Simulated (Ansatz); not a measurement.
**Elastic constants of TiN (Fm-3m) under pressure**

```
Ti N
1.0
     0.00000    2.10225    2.10225
     2.10225    0.00000    2.10225
     2.10225    2.10225    0.00000
Ti N
1 1
Direct
  0.00000 0.00000 0.00000
  0.50000 0.50000 0.50000
```

This is the zero-pressure cell. At each pressure cell and atoms are relaxed in this structure, and the constants are slopes of the stress at strains of ±0.005 with relaxed ions (the coefficients that govern stability under load). Level: PBEsol, PAW on Ansatz 0.2.0's default frozen-core files (fitted under PBE), scalar-relativistic; k mesh 20×20×20, strains of ±0.005, Fermi-Dirac smearing of 0.100 eV, cutoff 420 eV. P is the pressure of the relaxed cell, less that of this one.

```tsv
P (GPa)	V/V₀	C11 (GPa)	C12 (GPa)	C44 (GPa)
0.00	1.0000	644.8	127.0	173.5
0.99	?	?	?	?
1.97	0.9935	664.3	129.8	174.7
3.95	0.9872	683.7	132.5	175.9
7.00	0.9780	713.3	136.7	177.7
10.00	0.9692	742.2	140.8	179.4
15.00	0.9555	789.8	147.6	182.1
```

Problem. Does the bulk modulus from the constants agree with the pressure-volume curve?

Solution. A third-order Birch-Murnaghan fit to the volumes shown (F against f, f = [(V₀/V)^(2/3) − 1]/2) gives B₀ = 299.5 GPa and B′ = 4.2. Its −V dP/dV stands beside (C11 + 2C12)/3:

| P (GPa) | from P(V) | from the constants |
| --- | --- | --- |
| 0.00 | 299.5 | 299.6 |
| 1.97 | 307.8 | 308.0 |
| 3.95 | 316.1 | 316.3 |
| 7.00 | 328.8 | 328.9 |
| 10.00 | 341.2 | 341.3 |
| 15.00 | 361.6 | 361.6 |

Problem. What are the pressure derivatives at zero pressure?

Solution. Slopes at V₀ of quadratic fits in −ln(V/V₀) through the first four rows shown, divided by B₀: dC11/dP = 9.9, dC12/dP = 1.4, dC44/dP = 0.6. The mean slopes up to 4.0 GPa are 9.8, 1.4, 0.6; curvature and scatter of the constants part the two. The combination (dC11/dP + 2 dC12/dP)/3 = 4.2 stands against B′.

Problem. Fill the row at 0.99 GPa.

Solution. Cubic fits in −ln(V/V₀) through all rows shown give C11 = 654.5, C12 = 128.4, C44 = 174.1 GPa. Computed: V/V₀ = 0.9967, C11 (GPa) = 654.6, C12 (GPa) = 128.4, C44 (GPa) = 174.1.

Problem. Does a shear stiffness soften?

Solution. C44 goes from 173.5 to 182.1 GPa; (C11 − C12)/2 goes from 258.9 to 321.1 GPa. Neither ends more than 3 % under its start, and the lattice stays mechanically stable over this range.

Known limits: no other phase was computed; many crystals of this kind change structure within this range, and rows or crossings beyond such a change describe a metastable lattice; frozen-core PAW files fitted under PBE, their cores solved anew for the functional of the run; responses of metals move with mesh and smearing; phonons weren't checked at these pressures.
